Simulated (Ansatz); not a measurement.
Sn₄Ir:
```yaml
crystal:
  lattice:
    - [3.17183, -5.78243, 0.00000]
    - [3.17183, 5.78243, 0.00000]
    - [0.00000, 0.00000, 6.32475]
  atoms:
    - { symbol: Sn, position: [0.04946, 0.30361, 0.67505] }
    - { symbol: Sn, position: [0.95054, 0.69639, 0.67505] }
    - { symbol: Sn, position: [0.30361, 0.04946, 0.32495] }
    - { symbol: Sn, position: [0.69639, 0.95054, 0.32495] }
    - { symbol: Sn, position: [0.45054, 0.19639, 0.82495] }
    - { symbol: Sn, position: [0.54946, 0.80361, 0.82495] }
    - { symbol: Sn, position: [0.19639, 0.45054, 0.17505] }
    - { symbol: Sn, position: [0.80361, 0.54946, 0.17505] }
    - { symbol: Ir, position: [0.50000, 0.50000, 0.50000] }
    - { symbol: Ir, position: [0.00000, 0.00000, 0.00000] }
```

Relaxed with r²SCAN.

Task: Map the electron localisation function on the plane through (0.049, 0.304, 0.675) spanned by u = [1, -1, 0] and v = [1, 1, 1] in lattice vectors, from r²SCAN (plane waves, PAW; program Ansatz).

Result: x is the fraction of u, y of v (the angle between them is 90°; rows are the nearest grid lines); atoms in the plane: Sn at (0.00, 0.00), Sn at (0.00, 0.65), Sn at (0.25, 0.15), Sn at (0.25, 0.50), Ir at (0.63, 0.82), Ir at (0.63, 0.32).
```
y \ x   0.000  0.100  0.175  0.275  0.375  0.450  0.550  0.625  0.725  0.825  0.900   1.00
------  -----  -----  -----  -----  -----  -----  -----  -----  -----  -----  -----  -----
1.00    0.001  0.259  0.167  0.253  0.404  0.303  0.308  0.371  0.282  0.373  0.401  0.001
0.925   0.197  0.257  0.100  0.315  0.076  0.249  0.342  0.407  0.411  0.192  0.405  0.197
0.850   0.512  0.141  0.227  0.577  0.090  0.093  0.459  0.482  0.340  0.045  0.265  0.512
0.775   0.360  0.181  0.184  0.533  0.078  0.114  0.352  0.671  0.316  0.060  0.326  0.360
0.700   0.042  0.260  0.094  0.228  0.120  0.322  0.432  0.301  0.431  0.301  0.394  0.042
0.625   0.001  0.259  0.225  0.262  0.533  0.310  0.279  0.348  0.280  0.348  0.428  0.001
0.550   0.298  0.265  0.265  0.068  0.649  0.303  0.281  0.301  0.264  0.323  0.565  0.298
0.450   0.216  0.101  0.294  0.067  0.451  0.308  0.440  0.302  0.443  0.272  0.121  0.216
0.375   0.520  0.100  0.302  0.369  0.169  0.108  0.347  0.675  0.313  0.058  0.177  0.520
0.300   0.571  0.117  0.266  0.538  0.112  0.090  0.465  0.462  0.341  0.044  0.221  0.571
0.225   0.314  0.087  0.280  0.242  0.357  0.222  0.347  0.421  0.408  0.161  0.105  0.314
0.150   0.232  0.168  0.293  0.002  0.568  0.300  0.304  0.372  0.290  0.347  0.356  0.232
0.0750  0.200  0.275  0.249  0.223  0.651  0.302  0.284  0.282  0.245  0.322  0.548  0.200
0.000   0.001  0.259  0.167  0.253  0.404  0.303  0.308  0.371  0.282  0.373  0.401  0.001
```

The density is the valence pseudo-density with augmentation charge, so density and ELF within about 1 Å of a nucleus are not all-electron values.

Space group Ccce. The workflow started from a Materials Project entry (that database holds measured and hypothetical structures alike); the Crystallography Open Database copy checked does not list it. COD files the formula under space group No. 142. Its standing as an ambient phase is unchecked. The cell was relaxed with r²SCAN under the symmetry of its start; its stability against distortions is not shown here. No spin polarisation was allowed. Scalar-relativistic: spin–orbit coupling is off unless named, which matters more the heavier the elements.

Potentials: the later of the program's two PAW sets.
